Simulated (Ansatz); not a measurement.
## Elastic constants of NaCl: input and output

Level of theory: Ansatz 0.2.0, DFT PBE, scalar-relativistic, plane waves, PAW.

Launched with:
```bash
ansatz run input.yaml --threads 1 --pin off --max-ram 3072MiB --backend cpu --events-out ev --progress --plain --runs-dir out
```

Input (bare energies are in eV):
```yaml
crystal:
  lattice:
    - [0.0, 2.8476303195, 2.8476303195]
    - [2.8476303195, 0.0, 2.8476303195]
    - [2.8476303195, 2.8476303195, 0.0]
  atoms:
    - { symbol: Na, position: [0.0, 0.0, 0.0] }
    - { symbol: Cl, position: [0.5, 0.5, 0.5] }
basis:
  ecutwfc: 420
kpoints:
  mp_grid: { grid: [8, 8, 8] }
hamiltonian:
  xc: pbe
scf:
  occupations: { method: fixed }
output:
  forces: true
  stress: true
  eigenvalues: true
elastic:
  mode: relaxed_ion
  stencil: two_point
```

From the output:
```
--- Elastic constants: 2 strain directions × 2 members + reference (group order 48) ---
  dense FFT box of the reference and of every strained cell: 27×27×27
  strains applied: 11, 23; error gains: componentwise 1.00 (the most a stress slope's error grows in a printed constant), spectral 1.73 (1 for all six strains in a standard setting)
  C = ∂σ_k/∂η_j (tension-positive GPa; Voigt order 11 22 33 23 13 12):
        47.284     11.893     11.893     -0.000      0.000      0.000
        11.893     47.284     11.893     -0.000     -0.000     -0.000
        11.893     11.893     47.284     -0.000     -0.000     -0.000
        -0.000      0.000      0.000     12.370     -0.000     -0.000
        -0.000      0.000     -0.000      0.000     12.370     -0.000
        -0.000      0.000     -0.000     -0.000      0.000     12.370
  reference stress σ⁰ (GPa):     -0.008     -0.008     -0.008      0.000     -0.000     -0.000
  C* (energy form; C + prestress term) asymmetry max|C*_kj − C*_jk| = 3.553e-15 GPa — a small one proves nothing (zero by symmetry where the batch's group is 432, −43m or m−3m); a large one is finite-difference/SCF noise where every solve ...
  moduli (Voigt/Reuss/Hill, GPa): K = 23.69/23.69/23.69   G = 14.50/14.06/14.28   E = 35.68   ν = 0.249
  mechanically stable: yes (min eigenvalue of sym C = 12.37 GPa)
  strain η (Voigt 11):  stress-route row diagonal C_11 = 47.28 GPa, energy-path curvature d²(F+E_count+ΔE)/dδ²/Ω₀ = 47.37 GPa
         δ    σ_11 (GPa) F (eV) n_scf n_hpsi n_pw
    -2.000e-3      -0.1037       -2569.5549763       7   12406    934   relax 0 steps, max|allowed force component| 1.16e-30 eV/Å
     2.000e-3       0.0855       -2569.5549860       7   12527    934   relax 0 steps, max|allowed force component| 1.37e-29 eV/Å
  strain η (Voigt 23):  stress-route row diagonal C_44 = 12.37 GPa, energy-path curvature d²(F+E_count+ΔE)/dδ²/Ω₀ = 12.36 GPa
         δ    σ_23 (GPa) F (eV) n_scf n_hpsi n_pw
    -2.000e-3      -0.0247       -2569.5550013       8   22180    934   relax 0 steps, max|allowed force component| 1.44e-29 eV/Å
     2.000e-3       0.0247       -2569.5550013      10   26376    934   relax 0 steps, max|allowed force component| 5.32e-30 eV/Å
```

It took 11 s on 1 thread of Intel(R) Xeon(R) Platinum 8488C (Sapphire Rapids), with other jobs on the host, peak memory 0.38 GiB.